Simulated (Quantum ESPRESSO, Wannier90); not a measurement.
**Sn (Immm), plane waves to Wannier functions**

```xyz
1
Lattice="-1.7265 1.7755 2.3383 1.7265 -1.7755 2.3383 1.7265 1.7755 -2.3383" Properties=species:S:1:pos:R:3 pbc="T T T"
Sn     0.0000     0.0000     0.0000
```

Structure: Materials Project mp-623511, symmetrised, not relaxed again. Not found in the COD (Crystallography Open Database) copy used, which has the formula in other groups; not checked further. Method: PBEsol plane waves in Quantum ESPRESSO 7.5 (PseudoDojo norm-conserving files, 58 Ry, spinors with spin-orbit coupling), Bloch states on a 10×10×10 mesh through Γ, Wannier90 4.0.1. Density: 16×16×16 mesh, cold smearing 0.01 Ry.

A tight-binding model is made by disentanglement and projection with no localisation steps (num_iter = 0), so the 8 orbitals stay atom-like: hydrogen-like Sn: s;p, axes along x, y, z; frozen window up to 1.50 eV relative to the Fermi level. It follows pw.x to 14 meV rms for states up to 1.0 eV relative to the Fermi level. Matrix elements depend on this choice of orbitals and windows.

The 45 largest hoppings ⟨m,0|H|n,R⟩ between different sites (one of each Hermitian pair; signs follow the real orbitals' lobes; the list may end inside a set of equal values):

| m | n | R | distance of the centres (Å) | t (eV) | Im t (eV) |
|---|---|---|---|---|---|
| Sn1 px↑ | Sn1 px↑ | 0 1 1 | 3.45 | 1.482 | 0.000 |
| Sn1 px↓ | Sn1 px↓ | 0 1 1 | 3.45 | 1.482 | 0.000 |
| Sn1 py↑ | Sn1 py↑ | 1 0 1 | 3.55 | 1.312 | 0.000 |
| Sn1 py↓ | Sn1 py↓ | 1 0 1 | 3.55 | 1.312 | 0.000 |
| Sn1 s↑ | Sn1 px↑ | 0 1 1 | 3.45 | 0.752 | 0.000 |
| Sn1 s↓ | Sn1 px↓ | 0 1 1 | 3.45 | 0.752 | 0.000 |
| Sn1 px↑ | Sn1 s↑ | 0 1 1 | 3.45 | -0.752 | 0.000 |
| Sn1 px↓ | Sn1 s↓ | 0 1 1 | 3.45 | -0.752 | 0.000 |
| Sn1 pz↑ | Sn1 py↑ | 0 0 1 | 3.41 | -0.663 | 0.009 |
| Sn1 pz↓ | Sn1 py↓ | 0 0 1 | 3.41 | -0.663 | -0.009 |
| Sn1 py↑ | Sn1 pz↑ | 0 0 1 | 3.41 | -0.663 | -0.009 |
| Sn1 py↓ | Sn1 pz↓ | 0 0 1 | 3.41 | -0.663 | 0.009 |
| Sn1 pz↑ | Sn1 py↑ | 0 1 0 | 3.41 | -0.663 | -0.009 |
| Sn1 pz↓ | Sn1 py↓ | 0 1 0 | 3.41 | -0.663 | 0.009 |
| Sn1 py↑ | Sn1 pz↑ | 0 1 0 | 3.41 | -0.663 | 0.009 |
| Sn1 py↓ | Sn1 pz↓ | 0 1 0 | 3.41 | -0.663 | -0.009 |
| Sn1 pz↑ | Sn1 py↑ | 1 0 0 | 3.41 | 0.663 | 0.009 |
| Sn1 pz↓ | Sn1 py↓ | 1 0 0 | 3.41 | 0.663 | -0.009 |
| Sn1 py↑ | Sn1 pz↑ | 1 0 0 | 3.41 | 0.663 | -0.009 |
| Sn1 py↓ | Sn1 pz↓ | 1 0 0 | 3.41 | 0.663 | 0.009 |
| Sn1 pz↑ | Sn1 py↑ | 1 1 1 | 3.41 | 0.663 | -0.009 |
| Sn1 pz↓ | Sn1 py↓ | 1 1 1 | 3.41 | 0.663 | 0.009 |
| Sn1 py↑ | Sn1 pz↑ | 1 1 1 | 3.41 | 0.663 | 0.009 |
| Sn1 py↓ | Sn1 pz↓ | 1 1 1 | 3.41 | 0.663 | -0.009 |
| Sn1 s↑ | Sn1 py↑ | 1 0 1 | 3.55 | 0.634 | 0.000 |
| Sn1 s↓ | Sn1 py↓ | 1 0 1 | 3.55 | 0.634 | 0.000 |
| Sn1 py↑ | Sn1 s↑ | 1 0 1 | 3.55 | -0.634 | 0.000 |
| Sn1 py↓ | Sn1 s↓ | 1 0 1 | 3.55 | -0.634 | 0.000 |
| Sn1 pz↑ | Sn1 pz↑ | 0 0 1 | 3.41 | 0.627 | 0.000 |
| Sn1 pz↓ | Sn1 pz↓ | 0 0 1 | 3.41 | 0.627 | 0.000 |
| Sn1 pz↑ | Sn1 pz↑ | 0 1 0 | 3.41 | 0.627 | 0.000 |
| Sn1 pz↓ | Sn1 pz↓ | 0 1 0 | 3.41 | 0.627 | 0.000 |
| Sn1 pz↑ | Sn1 pz↑ | 1 0 0 | 3.41 | 0.627 | 0.000 |
| Sn1 pz↓ | Sn1 pz↓ | 1 0 0 | 3.41 | 0.627 | 0.000 |
| Sn1 pz↑ | Sn1 pz↑ | 1 1 1 | 3.41 | 0.627 | 0.000 |
| Sn1 pz↓ | Sn1 pz↓ | 1 1 1 | 3.41 | 0.627 | 0.000 |
| Sn1 pz↑ | Sn1 px↑ | 0 0 1 | 3.41 | -0.626 | -0.009 |
| Sn1 pz↓ | Sn1 px↓ | 0 0 1 | 3.41 | -0.626 | 0.009 |
| Sn1 px↑ | Sn1 pz↑ | 0 0 1 | 3.41 | -0.626 | 0.009 |
| Sn1 px↓ | Sn1 pz↓ | 0 0 1 | 3.41 | -0.626 | -0.009 |
| Sn1 pz↑ | Sn1 px↑ | 0 1 0 | 3.41 | 0.626 | -0.009 |
| Sn1 pz↓ | Sn1 px↓ | 0 1 0 | 3.41 | 0.626 | 0.009 |
| Sn1 px↑ | Sn1 pz↑ | 0 1 0 | 3.41 | 0.626 | 0.009 |
| Sn1 px↓ | Sn1 pz↓ | 0 1 0 | 3.41 | 0.626 | -0.009 |
| Sn1 pz↑ | Sn1 px↑ | 1 0 0 | 3.41 | -0.626 | 0.009 |
